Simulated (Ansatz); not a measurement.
A geometry of Ti away from equilibrium: step 2 of the relaxation of a relaxed Ti cell, doubled along one cell vector, shaken by Gaussian noise of σ = 0.08 Å a coordinate. Level of theory: r2SCAN (plane waves to 500 eV, PAW, scalar-relativistic; Ansatz, a program for electronic structure). Γ-centred k-mesh 14×7×13 on the run's cell (coarser than for final values), Fermi–Dirac smearing 0.05 eV.

```
CELL_PARAMETERS angstrom
     -1.68212     1.68328     1.51491
      3.34593    -3.34995     2.99024
      1.69289     1.68574    -1.50550
ATOMIC_POSITIONS crystal
  Ti 0.01093 0.99645 0.02441
  Ti 0.02519 0.49391 0.97938
```

Q: Which atoms carry the largest force, and which way does it point?

A: 0.21 eV/Å, on Ti1, Ti2 (atoms numbered as listed); on Ti1 its components are (-0.02, -0.14, -0.16).

Q: What is the pressure?

A: +0.9 GPa, compression positive.

Q: How much energy per atom can still be gained by relaxing?

A: 0.12 eV/atom; the path ends in P6₃/mmc (No. 194) (hcp (Mg type)).

No spin polarisation in the result.

The run could not lose the symmetry of its start.

Of the parent cell (I4/mmm (No. 139)): it is a generated cell of Ti: the first start was made by placing the elements on the sites of a structure type, and the end was not matched to a known phase here, so it may be hypothetical. Known forms of Ti include space group No. 194.
